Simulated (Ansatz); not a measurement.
The start is a relaxed Ru cell shaken by Gaussian noise of σ = 0.08 Å a coordinate. A full variable-cell relaxation at zero pressure is run with r2SCAN (plane waves to 500 eV, PAW, scalar-relativistic; Ansatz, a program for electronic structure). The first steps use a coarse 7×7×7 k-mesh.

The start:
```
Ru
1.0
    4.82621     0.00000     0.00000
    0.00000     4.82621     0.00000
    0.00000     0.00000     4.82621
Ru
8
Direct
  0.15024   0.13902   0.16784
  0.65876   0.36010   0.85009
  0.85361   0.62946   0.36879
  0.35411   0.83335   0.65481
  0.84579   0.84380   0.84136
  0.36947   0.65071   0.11436
  0.15584   0.36408   0.63786
  0.66912   0.14485   0.34929
```

```json
{
 "initial_pressure": "+5.3 GPa (positive: the cell is compressed)",
 "largest_initial_force": "3.31 eV/Å, on Ru6 (atoms numbered as listed)",
 "volume_change": "-0.5 %, from 14.05 to 13.99 Å³/atom",
 "relative_to_the_parent": "It does not go back: it reaches P2₁/c (No. 14), 0.16 eV/atom below the parent",
 "Shortest distances (start → end)": "The closest pairs of elements (up to four, under 3.6 Å), start → end: Ru–Ru 2.34 → 2.54 Å",
 "optimiser_moves": "14"
}
```

The end point of the relaxation:

```cif
data_Ru8
_chemical_formula_sum 'Ru8'
_space_group_name_H-M_alt 'P21/c'
_space_group_IT_number 14
_space_group_name_Hall '-P 2ybc'
_cell_length_a 5.02721
_cell_length_b 4.57809
_cell_length_c 5.03304
_cell_angle_alpha 90.000
_cell_angle_beta 104.995
_cell_angle_gamma 90.000
loop_
_atom_site_label
_atom_site_type_symbol
_atom_site_symmetry_multiplicity
_atom_site_Wyckoff_symbol
_atom_site_fract_x
_atom_site_fract_y
_atom_site_fract_z
_atom_site_occupancy
Ru1 Ru 4 e 0.63740 0.15944 0.36230 1
Ru2 Ru 4 e 0.10855 0.16266 0.20377 1
```

Final values are on a 10×10×10 k-mesh of the relaxed cell. No spin polarisation in the result.

The relaxed structure here is a generated cell of Ru: the first start was made by placing the elements on the sites of a structure type, and the end was not matched to a known phase here, so it may be hypothetical. Known forms of Ru include space group No. 194.
